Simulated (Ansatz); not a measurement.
Ta$_{2}$O$_{5}$:
```
CELL_PARAMETERS angstrom
      3.66566     0.00000     0.00000
      0.00000     3.85742     0.00000
      0.00000     0.00000     6.45663
ATOMIC_POSITIONS crystal
  Ta 0.50000 0.00000 0.50000
  Ta 0.00000 0.00000 0.00000
  O  0.50000 0.50000 0.50000
  O  0.00000 0.00000 0.67967
  O  0.00000 0.00000 0.32033
  O  0.00000 0.50000 0.00000
  O  0.50000 0.00000 0.00000
```

Relaxed with r²SCAN.

Q: Give the optical modes at the zone centre with their infrared and Raman activity from DFPT, r²SCAN in the plane-wave PAW code Ansatz.

A: Transverse frequencies, without the LO–TO term; a row sums one degenerate level.

```csv
ω (cm⁻¹),degeneracy,IR ((D/Å)²/amu),Raman (Å⁴/amu),activity,symmetry
387i,1,16.63,0,IR,B1u
297i,1,64.94,0,IR,B3u
273i,1,40.38,0,IR,B2u
130i,1,24.05,0,IR,B1u
31,1,23.75,0,IR,B2u
105,1,0.17,0,IR,B1u
113,1,3.12,0,IR,B3u
131,1,76.01,0,IR,B2u
211,1,13.17,0,IR,B3u
222,1,1.01,0,IR,B1u
289,1,0.00,150,Raman,B2g
314,1,0.00,9.7,Raman,B3g
317,1,5.64,0,IR,B3u
399,1,21.26,0,IR,B1u
442,1,16.36,0,IR,B2u
587,1,58.84,0,IR,B2u
786,1,0.00,210,Raman,Ag
874,1,64.55,0,IR,B3u
```

Q: How high does the top mode go among those that the LO–TO term moves?

A: 1052 cm⁻¹ for q along x, 944 cm⁻¹ for q along y, 608 cm⁻¹ for q along z.

Space group Pmmm. The workflow started from a Materials Project entry (that database holds measured and hypothetical structures alike); the Crystallography Open Database copy checked does not list it. COD files the formula under space group No. 49. Its standing as an ambient phase is unchecked. The cell was relaxed with r²SCAN under the symmetry of its start. At this level the phase is dynamically unstable (imaginary phonons). The run is not spin-polarised. Scalar-relativistic: spin–orbit coupling is off unless named, which matters more the heavier the elements.

Potentials: the later of the program's two PAW sets.
